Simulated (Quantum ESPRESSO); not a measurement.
Li6IrAg, input and log of a self-consistent run

Simulated, not a measurement. The program is pw.x of Quantum ESPRESSO 7.5 (plane-wave density functional theory). The cell is made up: eight metal atoms on a face-centred cubic lattice, with elements, volume, strain and displacements drawn at random and not relaxed, so it may be unstable or far from any real phase. PseudoDojo standard norm-conserving files set the functional (PBE unless stated); there is no spin polarisation or spin-orbit coupling, the Fermi-Dirac width of 0.25 eV means electrons at about 2900 K, and the masses in the input are unused placeholders. Heavy elements are run without spin-orbit coupling, which real alloys of them have. A spin test at this wide smearing found no moment, but such smearing suppresses magnetism that the real alloy may have.

Input:

```
&control calculation='scf', pseudo_dir='./dojo.nc.sr.pbe.v0_5.standard.upf', outdir='./o', disk_io='minimal', tprnfor=.true., tstress=.true. /
&system ibrav=0, nat=8, ntyp=3, nbnd=36, ecutwfc=82.02448710, nosym=.true., tot_charge=0,
 occupations='smearing', smearing='fd', degauss=0.0183746611
/
&electrons conv_thr=1.470e-08, electron_maxstep=70, mixing_beta=0.5 /
ATOMIC_SPECIES
Ag 1.0 Ag.upf
Ir 1.0 Ir.upf
Li 1.0 Li.upf
CELL_PARAMETERS angstrom
-0.0398 -2.1075 -2.1235
0.0203 4.1989 -4.2308
8.6538 0.0998 0.0593
ATOMIC_POSITIONS angstrom
Li -0.0306 0.013 0.0174
Li 4.3245 0.0595 0.0995
Li 0.0069 2.1307 -2.1988
Ir 4.2811 2.0323 -2.1618
Li 2.051 -0.0599 -1.9698
Li 6.4613 0.0911 -2.0153
Ag 2.0906 2.0148 -4.2443
Li 6.5026 2.2636 -4.215
K_POINTS automatic
9 5 3 1 1 1
```

The log is shortened where brackets say so; the opening notice, blank lines, dates and the lines on written files are dropped, and the path of the files is cut. It prints rydbergs, bohrs and kilobars, and counts compression as positive stress. Its total energy is the free energy E - TS of the whole cell.

```
     Program PWSCF v.7.5
     Parallel version (MPI & OpenMP), running on       4 processor cores
     Number of MPI processes:                 4
     Threads/MPI process:                     1
     [start-up lines left out]
     bravais-lattice index     =            0
     lattice parameter (alat)  =       5.6542  a.u.
     unit-cell volume          =    1041.2194 (a.u.)^3
     number of atoms/cell      =            8
     number of atomic types    =            3
     number of electrons       =        54.00
     number of Kohn-Sham states=           36
     kinetic-energy cutoff     =      82.0245  Ry
     charge density cutoff     =     328.0979  Ry
     scf convergence threshold =      1.5E-08
     mixing beta               =       0.5000
     number of iterations used =            8  plain     mixing
     Exchange-correlation= PBE
                           (   1   4   3   4   0   0   0)
     [axes and pseudopotential details left out]
   Cartesian axes
     site n.     atom                  positions (alat units)
         1        Li     tau(   1) = (  -0.0102271   0.0043448   0.0058154  )
         2        Li     tau(   2) = (   1.4453278   0.0198860   0.0332547  )
         3        Li     tau(   3) = (   0.0023061   0.7121193  -0.7348796  )
         4        Ir     tau(   4) = (   1.4308227   0.6792322  -0.7225135  )
         5        Li     tau(   5) = (   0.6854821  -0.0200197  -0.6583435  )
         6        Li     tau(   6) = (   2.1594858   0.0304473  -0.6735505  )
         7        Ag     tau(   7) = (   0.6987171   0.6733834  -1.4185234  )
         8        Li     tau(   8) = (   2.1732890   0.7565369  -1.4087308  )
     number of k points=    68  Fermi-Dirac smearing, width (Ry)=  0.0184
                       cart. coord. in units 2pi/alat
        k(    1) = (   0.0581902  -0.0044979  -0.0749056), wk =   0.0296296
        k(    2) = (  -0.1723526  -0.0017637  -0.0732982), wk =   0.0296296
     [further k points left out]
     Dense  grid:   104535 G-vectors     FFT dimensions: (  36,  72,  96)
     Estimated max dynamical RAM per process >     255.08 MB
     Estimated total dynamical RAM >     943.75 MB
     Initial potential from superposition of free atoms
     starting charge      53.9720, renormalised to      54.0000
     Starting wfcs are   32 randomized atomic wfcs +    4 random wfcs
     total cpu time spent up to now is        4.6 secs
     per-process dynamical memory:   197.7 Mb
     Self-consistent Calculation
     iteration #  1     ecut=    82.02 Ry     beta= 0.50
     Davidson diagonalization with overlap
     ethr =  1.00E-02,  avg # of iterations =  5.6
     total cpu time spent up to now is       16.4 secs
     total energy              =    -626.14899908 Ry
     estimated scf accuracy    <       1.04006596 Ry
     iteration #  2     ecut=    82.02 Ry     beta= 0.50
     Davidson diagonalization with overlap
     ethr =  1.93E-03,  avg # of iterations =  3.5
     total cpu time spent up to now is       26.7 secs
     total energy              =    -624.97980235 Ry
     estimated scf accuracy    <      27.48506236 Ry
     iteration #  3     ecut=    82.02 Ry     beta= 0.50
     Davidson diagonalization with overlap
     ethr =  1.93E-03,  avg # of iterations =  3.1
     total cpu time spent up to now is       36.9 secs
     total energy              =    -626.65923711 Ry
     estimated scf accuracy    <       1.49970065 Ry
     iteration #  4     ecut=    82.02 Ry     beta= 0.50
     Davidson diagonalization with overlap
     ethr =  1.93E-03,  avg # of iterations =  1.7
     total cpu time spent up to now is       44.9 secs
     total energy              =    -626.77498059 Ry
     estimated scf accuracy    <       0.07000336 Ry
     iteration #  5     ecut=    82.02 Ry     beta= 0.50
     Davidson diagonalization with overlap
     ethr =  1.30E-04,  avg # of iterations =  2.1
     total cpu time spent up to now is       53.5 secs
     total energy              =    -626.78082564 Ry
     estimated scf accuracy    <       0.01569776 Ry
     [iterations 6 to 7 left out]
     iteration #  8     ecut=    82.02 Ry     beta= 0.50
     Davidson diagonalization with overlap
     ethr =  1.28E-06,  avg # of iterations =  1.7
     total cpu time spent up to now is       81.6 secs
     total energy              =    -626.78215926 Ry
     estimated scf accuracy    <       0.00007373 Ry
     iteration #  9     ecut=    82.02 Ry     beta= 0.50
     Davidson diagonalization with overlap
     ethr =  1.37E-07,  avg # of iterations =  2.0
     total cpu time spent up to now is       90.4 secs
     total energy              =    -626.78217400 Ry
     estimated scf accuracy    <       0.00000827 Ry
     iteration # 10     ecut=    82.02 Ry     beta= 0.50
     Davidson diagonalization with overlap
     ethr =  1.53E-08,  avg # of iterations =  1.8
     total cpu time spent up to now is       98.4 secs
     total energy              =    -626.78217472 Ry
     estimated scf accuracy    <       0.00000092 Ry
     iteration # 11     ecut=    82.02 Ry     beta= 0.50
     Davidson diagonalization with overlap
     ethr =  1.71E-09,  avg # of iterations =  2.6
     total cpu time spent up to now is      107.1 secs
     total energy              =    -626.78217482 Ry
     estimated scf accuracy    <       0.00000004 Ry
     iteration # 12     ecut=    82.02 Ry     beta= 0.50
     Davidson diagonalization with overlap
     ethr =  8.06E-11,  avg # of iterations =  2.8
     total cpu time spent up to now is      116.2 secs
     End of self-consistent calculation
     [lines on levels left out]
!    total energy              =    -626.78217483 Ry
     estimated scf accuracy    <          4.1E-09 Ry
     smearing contrib. (-TS)   =      -0.06603183 Ry
     internal energy E=F+TS    =    -626.71614300 Ry
     The total energy is F=E-TS. E is the sum of the following terms:
     one-electron contribution =    -546.00541972 Ry
     hartree contribution      =     270.73372853 Ry
     xc contribution           =    -109.78280453 Ry
     ewald contribution        =    -241.66164727 Ry
     convergence has been achieved in  12 iterations
     Forces acting on atoms (cartesian axes, Ry/au):
     atom    1 type  3   force =     0.00882977   -0.00504369    0.00487869
     atom    2 type  3   force =    -0.00907639   -0.00147535    0.00076463
     atom    3 type  3   force =     0.00875152    0.00237905   -0.00147262
     atom    4 type  2   force =    -0.00148117    0.00250673    0.00103868
     atom    5 type  3   force =     0.02253856    0.01147269   -0.01299711
     atom    6 type  3   force =    -0.02046142    0.01420223   -0.01667152
     atom    7 type  1   force =     0.01460153   -0.00624962    0.00818994
     atom    8 type  3   force =    -0.02370240   -0.01779204    0.01626931
     Total force =     0.058954     Total SCF correction =     0.000289
     Computing stress (Cartesian axis) and pressure
          total   stress  (Ry/bohr**3)                   (kbar)     P=      -59.42
  -0.00033842  -0.00002969  -0.00000653          -49.78       -4.37       -0.96
  -0.00002969  -0.00043223  -0.00006073           -4.37      -63.58       -8.93
  -0.00000653  -0.00006073  -0.00044120           -0.96       -8.93      -64.90
     init_run     :      4.37s CPU      4.55s WALL (       1 calls)
     electrons    :    111.15s CPU    111.64s WALL (       1 calls)
     forces       :      1.33s CPU      1.36s WALL (       1 calls)
     stress       :      5.08s CPU      5.10s WALL (       1 calls)
     [timing details left out]
     PWSCF        :   2m 2.01s CPU   2m 2.78s WALL
     JOB DONE.
```

In other units: free energy -8527.806 eV for the cell, pressure -5.94 GPa, largest force component 0.609 eV/Å in size. The run took 124 s of wall time with four MPI processes on a shared machine (Intel Xeon, 2023 or later, virtual cores), so the time is rough. A rerun of this cell at a higher cutoff and on a denser mesh moved values by no more than 0.006 eV in energy, 0.02 GPa in stress and 0.003 eV/Å in force, and a second program with other atomic files agreed on that cell to 2 % rms in force and 0.5 GPa in pressure.